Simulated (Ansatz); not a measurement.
Level of theory: Ansatz 0.2.0, DFT PBE, scalar-relativistic, plane waves, PAW. All cells share a 420 eV cutoff and Γ-centred k meshes spaced at most about 0.3 Å⁻¹ (2π included). No spin polarisation in the final relaxations.

All energies are static (0 K, no zero-point motion).

Compare these two cells of MgSnO₂, each relaxed at this level.

A.

```
CELL_PARAMETERS angstrom
1.58563 0.91546 6.19550
-1.58563 0.91546 6.19550
0.00000 -1.83093 6.19550
ATOMIC_POSITIONS crystal
Mg 0.00000 0.00000 0.00000
Sn 0.50000 0.50000 0.50000
O 0.60931 0.60931 0.60931
O 0.39069 0.39069 0.39069
```

B.

```
CELL_PARAMETERS angstrom
3.18412 0.00000 0.00000
-1.59206 2.75753 0.00000
0.00000 0.00000 5.93867
ATOMIC_POSITIONS crystal
Mg 0.00000 0.00000 0.00000
Sn 0.00000 0.00000 0.50000
O 0.33333 0.66667 0.80170
O 0.66667 0.33333 0.19830
```

Question: Which is lower in energy, and by how much?

Answer: A is lower, by 192 meV/atom. A has the delafossite type, space group R-3m (No. 166), 13.5 Å³/atom and a gap of 0.18 eV on its mesh; B has space group P-3m1 (No. 164), 13.0 Å³/atom and a gap of 0.43 eV. Counting O atoms around Mg and Sn (those within 1.25 times the shortest such distance or 1.15 times the sum of covalent radii; the shortest distance is added where it is long for a bond), A has Mg 6, Sn 2 and B has Mg 6, Sn 6 from 2.6 Å. The lower one is the more open, so pressure narrows the difference. In A, Mg is surrounded by 6 O at 2.12 Å; around Sn lie 2 O at 2.03 Å; O has 1 Sn at 2.03 Å and 3 Mg at 2.12 Å. In B, Mg is surrounded by 6 O at 2.18 Å and 2 Sn at 2.97 Å; Sn has 6 O at 2.57 Å, 2 Mg at 2.97 Å and 6 Sn at 3.18 Å; O is surrounded by 3 Mg at 2.18 Å and 3 Sn at 2.57 Å. Both come from invented guesses.

Kohn–Sham gaps at this level usually fall short of measured ones. Cells relaxed within their symmetry can be saddle points. The R-3m cell of MgSnO2 came from shaking the P-3m1 one.
